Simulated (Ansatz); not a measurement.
Si3Ge: computed property card

Si3Ge:
```
CELL_PARAMETERS angstrom
      3.88128     0.00000     0.00000
      0.00000     3.88128     0.00000
      0.00000     0.00000     5.47841
ATOMIC_POSITIONS crystal
  Si 0.50000 0.00000 0.75517
  Si 0.00000 0.00000 0.00000
  Si 0.00000 0.50000 0.24483
  Ge 0.50000 0.50000 0.50000
```

Space group P-4m2 (No. 115); conventional cell a = 3.881 Å, b = 3.881 Å, c = 5.478 Å, α = 90.00°, β = 90.00°, γ = 90.00°.

Method: plane-wave PAW PBEsol (Ansatz code). Geometry: relaxed at this level of theory. Other levels are named where they apply.

### Cell and energy

| Item | Result |
|---|---|
| Volume per atom | 20.63 Å³ |
| Density | 3.16 g/cm³ |
| Formation energy from the elements (no fitted shifts) | 0.010 eV/atom |

### Electronic structure

| Quantity | Result |
|---|---|
| Band gap | 0.25 eV (indirect) |
| Valence-band maximum | at Γ |
| Conduction-band minimum | at M |
| Smallest direct gap on the standard path | 0.52 eV |
| Electron effective mass | 0.18, 0.40, 0.40 mₑ (principal values) |
| Electron effective mass with spin–orbit coupling | 0.18, 0.40, 0.40 mₑ (principal values) |
| Hole effective mass, band 1 of 2 at the edge | 2.3 along x, 0.25 along z (mₑ) |
| Hole effective mass, band 2 of 2 at the edge | 0.082 along x, 0.25 along z (mₑ) |
| Hole effective mass with spin–orbit coupling | 0.16, 0.16, 0.24 mₑ (principal values) |
| HSE06 gap on the PBEsol cell | 0.92 eV |
| Gap with spin–orbit coupling | 0.21 eV |

### Mechanics

| Property | Value |
|---|---|
| Bulk modulus (Birch–Murnaghan fit) | 87.3 GPa |
| Pressure derivative B′ | 4.4 |
| Elastic constants (relaxed ions, GPa) | C11 = 175, C12 = 30.9, C13 = 57.7, C33 = 146, C44 = 71.2, C66 = 45.0 |
| Mechanical stability | stable (all eigenvalues of C positive) |
| Hill bulk and shear moduli | 87.6 and 59.2 GPa |
| Young's modulus | 145 GPa |
| Poisson's ratio | 0.22 |
| Debye temperature from the elastic constants | 520 K |

### Phonons

| Item | Value |
|---|---|
| Highest zone-centre frequency (without LO–TO term) | 487 cm⁻¹ |
| Zone-centre stability | no imaginary mode at Γ |

The start of the workflow was typed in or built on a structure type; neither database checked (COD, Materials Project) lists it. Its standing as an ambient phase is unchecked. Symmetry was held in the PBEsol relaxation. The references are the lowest solids computed at this level, not always the standard phases. Scalar-relativistic: spin–orbit coupling is off unless named, which matters more the heavier the elements.

Potentials: the later of the program's two PAW sets.
